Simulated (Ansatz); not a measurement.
How YIr₂ stores the work of compression

Theory: DFT r2SCAN, scalar-relativistic, plane waves, PAW (Ansatz 0.2.0). Settings: 500 eV cutoff, 8×8×8 k-mesh, Gaussian smearing of 0.10 eV, no spin polarisation.

Starting point, cell and atoms relaxed:

```
CELL_PARAMETERS angstrom
0.00000 3.76962 3.76962
3.76962 0.00000 3.76962
3.76962 3.76962 0.00000
ATOMIC_POSITIONS crystal
Y 0.50000 0.50000 0.50000
Y 0.75000 0.75000 0.75000
Ir 0.12500 0.12500 0.12500
Ir 0.62500 0.12500 0.12500
Ir 0.12500 0.12500 0.62500
Ir 0.12500 0.62500 0.12500
```

Cell and atoms were relaxed at each target pressure within the start's symmetry (Fd-3m), at zero temperature; other phases can be more stable under pressure. H = E + PV with P the target; E is the free energy at the smearing used, whose derivative the pressure is, per atom and counted from zero pressure. The mesh named is that at zero pressure; some other pressures ran on another.

Spin–orbit coupling is left out, which can shift energies with elements as heavy as these.

| P (GPa) | V (Å³/atom) | E − E0 (meV) | H − H0 (meV) |
| --- | --- | --- | --- |
| 0 | 17.855 | 0.0 | 0.0 |
| 3 | 17.611 | 2.2 | 332.0 |
| 8 | 17.244 | 14.7 | 875.8 |
| 15 | 16.791 | 47.0 | 1619.0 |
| 30 | 15.996 | 157.1 | 3152.3 |
| 60 | 14.833 | 478.3 | 6032.9 |

Thermodynamics gives dH/dP = V along a relaxed path. Integrate V over P by the trapezoid rule and compare with the computed enthalpies.

With 1 eV/Å³ = 160.22 GPa, each step adds the mean volume times ΔP / 160.22:
```csv
P (GPa),∫V dP (meV),H − H0 (meV),difference (meV)
3,332.0,332.0,0.1
8,875.9,875.8,0.2
15,1619.4,1619.0,0.4
30,3154.2,3152.3,2.0
60,6040.5,6032.9,7.5
```

V(P) curves upward, so the trapezoid rule runs high; integrating a smooth curve through the same points (P as a polynomial of degree 4 in ln V) puts that excess at about 8.7 meV at 60 GPa, against the 7.5 meV found.

At 60 GPa, how much of the enthalpy change is stored energy and how much is the PV term?

E rises by 478 meV/atom and PV is 60 × 14.833 / 160.22 = 5555 meV/atom, so PV makes 92 % of ΔH. So between rival structures at high pressure a small difference in volume can outweigh the difference in energy: 1 % of this volume is worth 55.5 meV/atom at this pressure.

What bulk modulus do the lowest pressures give?

From the pressures that the runs reached, -3.00 GPa (18.116 Å³) and 3.00 GPa (17.611 Å³), B = −ΔP/Δln V = 6.00 / 0.0283 = 212 GPa, a mean over that range.

Cost: 7 runs of about 18 core-minutes in all, on Arm Neoverse N1 (shared hosts).